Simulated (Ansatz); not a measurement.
49Ti nuclear quadrupole resonance in Ti3Ni3O

Cell: a structure deposited in the COD, taken as it stands.

```cif
data_Ti3Ni3O
_symmetry_space_group_name_H-M 'Fd-3m:1'
_symmetry_Int_Tables_number 227
_cell_length_a 11.1800
_cell_length_b 11.1800
_cell_length_c 11.1800
_cell_angle_alpha 90.000
_cell_angle_beta 90.000
_cell_angle_gamma 90.000
loop_
_atom_site_label
_atom_site_type_symbol
_atom_site_symmetry_multiplicity
_atom_site_Wyckoff_symbol
_atom_site_fract_x
_atom_site_fract_y
_atom_site_fract_z
Ti Ti 48 f 0.1850 0.5000 0.0000
Ni13 Ni 32 e 0.8350 0.8350 0.3350
Ni21 Ni 16 c 0.6250 0.6250 0.1250
O O 16 d 0.1250 0.1250 0.6250
```

One atom of each set is listed; the run and its k-mesh use a cell of 28 atoms with edges of 7.91, 7.91, 7.91 Å.

The numbers come from a DFT calculation in Ansatz (PBE, plane waves and PAW, scalar-relativistic, collinear spin, 420 eV cutoff, Γ-centred 5×5×5 k-points, Fermi–Dirac smearing 0.05 eV). Start moments as typed (μB): 1.5 on each Ni, none on the rest.

49Ti: I = 7/2, Q = 247.0 mb (year-2017 value). Static lattice, zero field.

Problem. The simulated lines lie at 1.45, 1.55, 2.45, 3.00 MHz. What are |C_Q|, η and |V_zz| at Ti?

Solution. For I = 7/2 and η = 0 the lines are |C_Q|/14 times 1, 2 and 3; η shifts the lowest up most. At large η the states mix, and weaker lines appear at sums of the main ones; lines under 5 % of the strongest are left out. Here |C_Q| = 11.8 MHz, η = 0.53 and |V_zz| = 1.97 × 10²¹ V/m². The calculation gives V_zz negative; the lines don't show the sign. The site has 2 O at 2.09 Å, angle 143°.

At Ti V_zz stands upright on the plane of its two bonds (within 1°).

At this cell the PBE pressure is -5 GPa, so with PBE the cell would shrink if it were relaxed. The entry's cell may itself be off. The largest force is 1.0 eV/Å, so the atoms aren't at the calculated equilibrium and relaxing them would move these values. With no gap above 0.1 eV, as in a metal, the gradients converge slowly in k; expect changes of a tenth or more on a denser mesh. Semilocal functionals can leave a metal where correlation in the d or f shell opens a gap in the real compound, and that would change the values at and beside Ni and Ti. The start moments die out, and the run ends without spin.
